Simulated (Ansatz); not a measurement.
How much do the gradients of Sr4SnN4 depend on the method?

Cell: a computed structure from the Materials Project (it need not be an observed phase), atoms as given.

```cif
data_Sr4SnN4
_symmetry_space_group_name_H-M 'P-1'
_symmetry_Int_Tables_number 2
_cell_length_a 6.4723
_cell_length_b 6.5340
_cell_length_c 9.6390
_cell_angle_alpha 71.381
_cell_angle_beta 79.421
_cell_angle_gamma 67.900
loop_
_atom_site_label
_atom_site_type_symbol
_atom_site_symmetry_multiplicity
_atom_site_Wyckoff_symbol
_atom_site_fract_x
_atom_site_fract_y
_atom_site_fract_z
Sr1 Sr 2 i 0.7706 0.5772 0.1761
Sr3 Sr 2 i 0.7416 0.2302 0.9813
Sr5 Sr 2 i 0.7290 0.4884 0.5695
Sr7 Sr 2 i 0.2322 0.9567 0.6062
Sn Sn 2 i 0.7151 0.8483 0.7567
N11 N 2 i 0.9797 0.7002 0.6085
N13 N 2 i 0.8923 0.8327 0.9262
N15 N 2 i 0.5137 0.6299 0.8057
N17 N 2 i 0.4935 0.8208 0.3671
```

One atom of each set is listed.

First run. The numbers come from a DFT calculation in Ansatz (PBE, plane waves and PAW, scalar-relativistic, 420 eV cutoff, Γ-centred 5×5×3 k-points, Fermi–Dirac smearing 0.02 eV).

```json
{"site": "Sr1", "V_zz (10²¹ V/m²)": "-6.54", "η": "0.78"}
{"site": "Sr3", "V_zz (10²¹ V/m²)": "-11.67", "η": "0.80"}
{"site": "Sr5", "V_zz (10²¹ V/m²)": "11.46", "η": "0.29"}
{"site": "Sr7", "V_zz (10²¹ V/m²)": "11.52", "η": "0.41"}
{"site": "Sn", "V_zz (10²¹ V/m²)": "-5.00", "η": "0.47"}
{"site": "N11", "V_zz (10²¹ V/m²)": "4.02", "η": "0.39"}
{"site": "N13", "V_zz (10²¹ V/m²)": "4.20", "η": "0.43"}
{"site": "N15", "V_zz (10²¹ V/m²)": "4.90", "η": "0.20"}
{"site": "N17", "V_zz (10²¹ V/m²)": "4.29", "η": "0.29"}
```

Second run. The same atoms and settings, except that the functional is r2SCAN and the cutoff is 500 eV.

Question: Given the first result, estimate the second.

Answer: 

| site | V_zz | η | change of V_zz |
| --- | --- | --- | --- |
| Sr1 | -6.72 | 0.76 | -0.18 |
| Sr3 | -12.00 | 0.78 | -0.33 |
| Sr5 | 11.78 | 0.31 | +0.32 |
| Sr7 | 11.91 | 0.43 | +0.39 |
| Sn | -4.85 | 0.47 | +0.15 |
| N11 | 4.14 | 0.42 | +0.12 |
| N13 | 4.28 | 0.46 | +0.08 |
| N15 | 5.12 | 0.20 | +0.22 |
| N17 | 4.44 | 0.30 | +0.15 |

The largest change of V_zz is on Sr7, from 11.52 to 11.91. In per cent, |V_zz| changes by +3 on Sr, -3 on Sn, +2 to +5 on N (all sites that start above 0.5). Isomer shifts (Sn against SnO₂, from the density at the nucleus and a line fitted to measured compounds for each functional; the lines scatter by about 0.1 mm/s, so smaller changes between functionals mean little): Sn 0.98 → 1.01 mm/s.

Without spin–orbit coupling (the program notes it for Sn and Sr) the gradients can shift somewhat, as the gap is small.
For the second run: With these PAW files V_zz is typically within 2 to 3 % of all-electron values, but misses above 10 % occur on Sn.
